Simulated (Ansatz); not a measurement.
GdCo3B2 in space group P6/mmm (No. 191; Gd on 1a, B on 2c, Co on 3g), the program Ansatz at the PBE level (PAW), all energies at zero smearing, with the estimated change up to a 700 eV cutoff added, with one set of potentials and settings (totals compare only within such a set). Cell of 6 atoms (1 Gd, 2 B, 3 Co): -25025.324 eV.

```tsv
element	reference phase	E (eV/atom)
Gd	P6_3/mmc, 2 atoms in the cell, spin-polarised	-9332.2281
B	R-3m, 12 atoms in the cell	-155.9161
Co	P6_3/mmc, 2 atoms in the cell, spin-polarised	-5126.1559
```

Formation energy per atom, worked out: (-25025.324 − 1×(-9332.2281) − 2×(-155.9161) − 3×(-5126.1559))/6 = -0.466 eV/atom (-45 kJ per mol of atoms), at 0 K, without zero-point energy or fitted corrections.

The workflow started from an entry of the Crystallography Open Database (COD). Whether it is the stable phase at ambient conditions was not checked. The PBE relaxation kept the symmetry of its start; its stability against distortions is not shown here. Spin order of the final state: ferromagnetic, the only order run, not a proven ground state. Caveat: open 4f shells can settle in a state that is not the lowest. No Hubbard U is applied. The references are the lowest solids computed at this level, not always the standard phases. Spin–orbit coupling is left out wherever it is not named.

Potentials: the later of the program's two PAW sets.
